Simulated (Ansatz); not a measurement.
Data:

RuC:
Space group R-3m, hexagonal axes (No. 166); a = b = 2.742 Å, c = 18.731 Å, α = β = 90.00°, γ = 120.00°

```csv
atom,site,symmetry,x,y,z
Ru,6c,3m,0.0000,0.0000,0.2285
C,6c,3m,0.0000,0.0000,0.0373
```
(The calculation used a cell of 4 atoms; values per cell refer to that cell.)

This is the PBEsol-relaxed structure.

Q: All from PBEsol in the plane-wave PAW code Ansatz, unless another level is named. Predict the bulk modulus (Birch–Murnaghan fit).

A: 3150 kbar.

Q: And the highest zone-centre frequency?

A: 1340 cm⁻¹.

The workflow started from a Materials Project entry (that database holds measured and hypothetical structures alike); the Crystallography Open Database copy checked does not list it. Whether it is the stable phase at ambient conditions was not checked. The cell was relaxed with PBEsol under the symmetry of its start; whether a distortion lowers the energy is not shown. The run is not spin-polarised. Its formation energy is positive at this level, so the cell may be metastable or incomplete. As this level gives no gap, phonon frequencies hold no LO–TO term and depend on the k-mesh and smearing (Fermi–Dirac, 0.1 eV here).

Potentials: the later of the program's two PAW sets.
